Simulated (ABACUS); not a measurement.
A self-consistent single point of SiC (P6_3mc, 8 atoms in the cell; from Materials Project mp-11714, changed as shown).

```
CELL_PARAMETERS angstrom
      3.11462     0.00000     0.00000
     -1.55731     2.69734     0.00000
      0.00000     0.00000    10.19812
ATOMIC_POSITIONS crystal
  Si 0.66667 0.33333 0.93784
  Si 0.33333 0.66667 0.43784
  Si 0.00000 0.00000 0.68789
  Si 0.00000 0.00000 0.18789
  C  0.66667 0.33333 0.74980
  C  0.33333 0.66667 0.24980
  C  0.00000 0.00000 0.50046
  C  0.00000 0.00000 0.00046
```

Level of theory: LDA (PW92), PseudoDojo 0.4 standard norm-conserving LDA (tails mended) pseudopotentials (plane waves; ABACUS 3.10.1).

ABACUS settings:

```
setting                                                               value
---------------  ----------------------------------------------------------
KPT                                                     Gamma 10 10 3 0 0 0
basis_type                                                               pw
dft_functional                                                        PWLDA
ecutwfc                                                               82 Ry
smearing_method                                                       fixed
potentials       PseudoDojo 0.4 standard norm-conserving LDA (tails mended)
symmetry                                                                  1
symmetry_prec                                                         1e-05
ks_solver                                                      dav_subspace
scf_nmax                                                                100
scf_thr                                                          1.0e-09 Ry
mixing_type                                                         broyden
```

Results:

| Item | Value |
|---|---|
| Number of valence electrons | 32 |
| Number of bands | 26 |
| Number of k-points after the program's reduction | 28 |
| Number of plane waves (most at a k-point) | 7321 |
| Number of SCF iterations | 9 |
| FFT grid | 36 × 36 × 120 |
| Free energy E − TS | -1122.7683 eV |
| Pressure | -11.76 GPa |
| Largest force (vector length) | 0.017 eV/Å |

Forces (eV/Å):
| atom | Fx | Fy | Fz |
|---|---|---|---|
| Si1 | 0.000 | 0.000 | 0.017 |
| Si2 | 0.000 | 0.000 | 0.017 |
| Si3 | 0.000 | 0.000 | -0.007 |
| Si4 | 0.000 | 0.000 | -0.007 |
| C5 | 0.000 | 0.000 | -0.005 |
| C6 | 0.000 | 0.000 | -0.005 |
| C7 | 0.000 | 0.000 | -0.004 |
| C8 | 0.000 | 0.000 | -0.004 |

Stress (GPa, positive for compression):
```
-11.78    0.00    0.00
  0.00  -11.78    0.00
  0.00    0.00  -11.71
```

For comparison: a first run was changed to give this one (volume scaled by 0.98), and from it to this one the free energy goes down by 18.4 meV/atom, the pressure goes from -15.28 to -11.76 GPa and the largest force goes from 0.022 to 0.017 eV/Å.

The structure comes from a collection of computed structures, made at another level of theory; the collection holds predicted forms beside known ones. Its lattice was then scaled.

Cost on one core: about 80 core-seconds (a rough figure).

“Tails mended”: in these copies of the files the far tail of each local potential was reset to the Coulomb form.
